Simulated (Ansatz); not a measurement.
## Relaxing a structure of Bi

The start is a generated cell, Bi built in the beta-W structure type. A full variable-cell relaxation at zero pressure is run with r2SCAN (plane waves to 500 eV, PAW, scalar-relativistic; Ansatz, a quantum-chemistry and plane-wave program). First-step values are on the input's coarse k-mesh.

Ansatz input (later rounds restart from its end on a renewed k-mesh):
Ansatz 0.2 input:
```yaml
crystal:
  lattice:
    - [6.378312, 0, 0]
    - [0, 6.378312, 0]
    - [0, 0, 6.378312]
  atoms:
    - { symbol: Bi, position: [0.25, 0, 0.5] }
    - { symbol: Bi, position: [0.75, 0, 0.5] }
    - { symbol: Bi, position: [0, 0.5, 0.25] }
    - { symbol: Bi, position: [0, 0.5, 0.75] }
    - { symbol: Bi, position: [0.5, 0.25, 0] }
    - { symbol: Bi, position: [0.5, 0.75, 0] }
    - { symbol: Bi, position: [0, 0, 0] }
    - { symbol: Bi, position: [0.5, 0.5, 0.5] }
basis: { ecutwfc: 500, ecutrho_ratio: 4, xc_grid: 4, fft_grid_basis: typed }
kpoints: { mp_grid: { grid: [5, 5, 5] } }
hamiltonian:
  xc: r2scan
  dispersion: none
  pseudopotentials: { azcp: { folder: ./paw }, kind: paw }
scf: { occupations: { method: fermi_dirac, width: 0.05 } }
relax: { f_tol: 0.01, max_steps: 100, cell: { stress_tol: 0.02 } }
output: { forces: true, stress: true }
```

- Outcome: The space group stays Pm-3n (No. 223) (the run could not lower it), with 8 atoms in the primitive cell
- Energy released: under 0.01 eV/atom
- Volume change: -1.3 %, from 32.44 to 32.01 Å³/atom
- Shortest distances (start → end): The closest pairs of elements (up to four, under 3.6 Å), start → end: Bi–Bi 3.19 → 3.18 Å
- Optimiser moves: 4

The end point of the relaxation:

```cif
data_Bi8
_chemical_formula_sum 'Bi8'
_space_group_name_H-M_alt 'Pm-3n'
_space_group_IT_number 223
_space_group_name_Hall '-P 4n 2 3'
_cell_length_a 6.35021
_cell_length_b 6.35021
_cell_length_c 6.35021
_cell_angle_alpha 90.000
_cell_angle_beta 90.000
_cell_angle_gamma 90.000
loop_
_atom_site_label
_atom_site_type_symbol
_atom_site_symmetry_multiplicity
_atom_site_Wyckoff_symbol
_atom_site_fract_x
_atom_site_fract_y
_atom_site_fract_z
_atom_site_occupancy
Bi1 Bi 6 c 0.00000 0.50000 0.25000 1
Bi2 Bi 2 a 0.00000 0.00000 0.00000 1
```

Final values are on a 8×8×8 k-mesh of the relaxed cell. No spin polarisation in the result.

The run could not lower the symmetry of its start; a shaken copy of this end point relaxes with r2SCAN to R-3m (No. 166), 0.37 eV/atom lower.

The relaxed structure here is a generated cell of Bi: the first start was made by placing the elements on the sites of a structure type, and the end was not matched to a known phase here, so it may be hypothetical. Known forms of Bi include space group No. 166.
